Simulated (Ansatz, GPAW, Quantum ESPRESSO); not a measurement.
LiBe: programs and potentials compared

```
Be Li
1.0
     2.81115    0.00000    0.00000
     0.00000    2.81115    0.00000
     0.00000    0.00000    2.81115
Be Li
1 1
Direct
  0.50000 0.50000 0.50000
  0.00000 0.00000 0.00000
```

The cell comes from a database or a generator and needn't be the stable form of this composition.

Alike in all runs: task equation of state; functional PBE; k mesh 9 × 9 × 9; occupations fermi-dirac, width 0.05 eV; no spin polarisation; no spin-orbit coupling.

| program and potentials | plane-wave cutoff (eV) | notes | equilibrium volume (Å³/atom) | bulk modulus (GPa) |
| --- | --- | --- | --- | --- |
| Ansatz, Ansatz PAW | 420 | - | ? | ? |
| Quantum ESPRESSO, SSSP 1.3 efficiency PBE | 748 | - | 11.22 | 48.2 |
| GPAW, GPAW PAW data sets (gpaw-data 1.2.1) | 800 | - | 11.36 | 48.4 |

Q: Estimate from the other rows what the run with Ansatz, Ansatz PAW gave.

A: Equilibrium volume 11.19 Å³/atom; bulk modulus 48.2 GPa. The other rows, which needn't bracket it: equilibrium volume 11.22 to 11.36; bulk modulus 48.2 to 48.4.
